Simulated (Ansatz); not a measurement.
**Al5InAs6 (R3) at 2 levels of theory**

One geometry, relaxed with PBE; plane waves with PAW potentials in Ansatz, scalar-relativistic. No spin polarisation. Gaps are the least over mesh and band path; pressure is positive in compression.

```
Al In As
1.0
     3.54303    2.04557    6.72601
    -3.54303    2.04557    6.72601
     0.00000   -4.09114    6.72601
Al In As
5 1 6
Direct
  0.16236 0.50398 0.83350
  0.50398 0.83350 0.16236
  0.83351 0.16236 0.50398
  0.00150 0.00150 0.00150
  0.66427 0.66427 0.66427
  0.33338 0.33338 0.33338
  0.02331 0.37988 0.72720
  0.37988 0.72720 0.02331
  0.72720 0.02331 0.37988
  0.87749 0.87749 0.87749
  0.20240 0.20240 0.20240
  0.53974 0.53974 0.53974
```

| level | cutoff (eV) | k mesh | gap (eV) | pressure (GPa) |
| --- | --- | --- | --- | --- |
| PBE | 420 | 6×6×6 | 1.34 | 0.0 |

**Question.** What comes out on the same cell with r2SCAN?

**Answer.**
```
 level  cutoff (eV)  k mesh  gap (eV)  pressure (GPa)
r2SCAN          500   6×6×6      1.87            -1.9
```

It was reached by relaxing an invented guess, and it needn't be the stable form of this composition.
